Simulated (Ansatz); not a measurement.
**Be3ZnSe4 (Pmm2) at 2 levels of theory**

One geometry, relaxed with PBE; plane waves with PAW potentials in Ansatz, scalar-relativistic. No spin polarisation. Gaps are the least over mesh and band path; pressure is positive in compression.

```
Be Zn Se
1.0
     3.74769    0.00000    0.00000
     0.00000    7.52403    0.00000
     0.00000    0.00000    5.32747
Be Zn Se
3 1 4
Direct
  0.00000 0.50000 0.00309
  0.50000 0.74009 0.50017
  0.50000 0.25991 0.50017
  0.00000 0.00000 0.00066
  0.00000 0.26700 0.26283
  0.00000 0.73300 0.26283
  0.50000 0.00000 0.70999
  0.50000 0.50000 0.76025
```

```csv
level,cutoff (eV),k mesh,gap (eV),pressure (GPa)
PBE,420,6×4×4,2.53,0.0
```

Problem. What comes out on the same cell with r2SCAN?

Solution.
```
 level  cutoff (eV)  k mesh  gap (eV)  pressure (GPa)
r2SCAN          500   6×4×4      2.98            -1.2
```

It was reached by relaxing an invented guess, and it needn't be the stable form of this composition.
